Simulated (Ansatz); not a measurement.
Ta (bcc (W type)), relaxed with PBE (Ansatz, a quantum-chemistry and plane-wave program, plane waves, PAW): a = 3.319 Å, b = 3.319 Å, c = 3.319 Å, α = 90.00°, β = 90.00°, γ = 90.00°.

```
Item                  Result
--------------------  ------
B₀ by P(V) fit (GPa)     196
K_Hill (GPa)             195
G_Hill (GPa)            64.2
Θ_D (K)                  251
```

**Question.** The same phase is relaxed and computed with PBE+D3(BJ) in the same code. What are the cell and these values now?

**Answer.** a = b = c = 3.286 Å, α = β = γ = 90.00°.

B₀ by P(V) fit (GPa): 208
K_Hill (GPa): 206
G_Hill (GPa): 70.4
Θ_D (K): 262

All cells were relaxed under the symmetry of their starts (and spin orders); stability against distortions was not tested throughout. Rows with no word on spin ran without spin polarisation. Scalar-relativistic: spin–orbit coupling is off unless named, which matters more the heavier the elements.

Potentials: the later of the program's two PAW sets.

Ansatz is a plane-wave DFT program.
